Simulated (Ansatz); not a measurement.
TaNO:
```yaml
crystal:
  lattice:
    - [4.97142, 0.00000, 0.00000]
    - [0.00000, 5.03484, 0.00000]
    - [-0.86818, 0.00000, 5.11293]
  atoms:
    - { symbol: Ta, position: [0.29302, 0.45473, 0.71610] }
    - { symbol: Ta, position: [0.70698, 0.54527, 0.28390] }
    - { symbol: Ta, position: [0.70698, 0.95473, 0.78390] }
    - { symbol: Ta, position: [0.29302, 0.04527, 0.21610] }
    - { symbol: N, position: [0.44435, 0.74401, 0.97887] }
    - { symbol: N, position: [0.55565, 0.25599, 0.02113] }
    - { symbol: N, position: [0.55565, 0.24401, 0.52113] }
    - { symbol: N, position: [0.44435, 0.75599, 0.47887] }
    - { symbol: O, position: [0.06217, 0.32583, 0.34691] }
    - { symbol: O, position: [0.93783, 0.67417, 0.65309] }
    - { symbol: O, position: [0.93783, 0.82583, 0.15309] }
    - { symbol: O, position: [0.06217, 0.17417, 0.84691] }
```

Relaxed with r²SCAN.

Q: Map the electron localisation function on the plane through (0.707, 0.955, 0.784) spanned by u = [1, 0, -1] and v = [1, 1, 1] in lattice vectors, from DFT-r²SCAN in the program Ansatz with PAW potentials.

A: x is the fraction of u, y of v (the angle between them is 92°; rows are the nearest grid lines); atoms in the plane: Ta at (0.00, 0.00), N at (0.56, 0.29), O at (0.15, 0.21).
```
| .#@#:            :*%%##%%+::-==-..*%*. |
|##%%=. ...   .:==-:.:=**+-:+%@@@%+:=#%##|
|%%#=.  ...   :+#%%*=:.....=#@@@@@#-:=#%%|
|--::...    .=#@@@@@@@*:  :*%@@@@%#-. .:-|
|@@@%#+:.   .+%@@#*%@@%=. .-+##%#+-..=#@@|
|%#%@@#-.:--::=%@@@@@%*:     ..:.. .=%@@%|
|#+#@@#-:=**+::=%@@@@#=            .+%@@#|
|@@@@%=:+#%%%*:..-++-.  .-+++=:.   .-#@@@|
|%%%#=..=*###=:        :*%@@@%+:.....-*%%|
|::::.   .::..        .+#%@@@@#-.     ..:|
|          ......     .=*%%@@%*-.   ..   |
|:      ....:::::.      :=+*+=: .:+#%#*=:|
|#+.   .:-==++++-:.            .+%@@@@@@#|
|%*:   .:-=+++=-:. .:=+++-:.  .-#@@%%%@@%|
|%=.    .::----:. .:+#%%%#*-. .-#@@@%@@@%|
|-  .:--:. ..::...-#@@%%@@@#-. .=#@@@@%*-|
| .=#%@@%*-. .. .:#@@+. =%@%+:   .::-:.  |
|.+%@@##%@@#-.  .=#@@%**%@@#=.          .|
|:*@@%=-*@@%+.  .=*%@@@@@@%+: ..::..    :|
|.+%@@##%@@%+.   .:=++++=-:. .-+**+=:.  .|
|..:+%@@@%#=.       .:+***-. :=*#**=:....|
|@%#+:.:::.        :*%%##%@#:.:---:..=%@@|
|##%%=.            -%@#++%@#: ......-#%%#|
| .#@#:            :*%%##%%+::-==-..*%*. |
```
Scale: ten equal steps from 0.013 (start of ' ') to 0.845 (end of '@'), in the order ' .:-=+*#%@'; x runs from 0.000 to 1.00, y from 0.000 (bottom) to 1.00 (top).

The density is the valence pseudo-density with augmentation charge, so density and ELF within about 1 Å of a nucleus are not all-electron values.

Space group P2_1/c. The workflow started from a Materials Project entry (that database holds measured and hypothetical structures alike); the Crystallography Open Database files this formula in space group No. 14, but the cells were not matched. Whether it is the stable phase at ambient conditions was not checked. The cell was relaxed with r²SCAN under the symmetry of its start; whether a distortion lowers the energy is not shown. No spin polarisation was allowed. Scalar-relativistic: spin–orbit coupling is off unless named, which matters more the heavier the elements.

Potentials: the later of the program's two PAW sets.
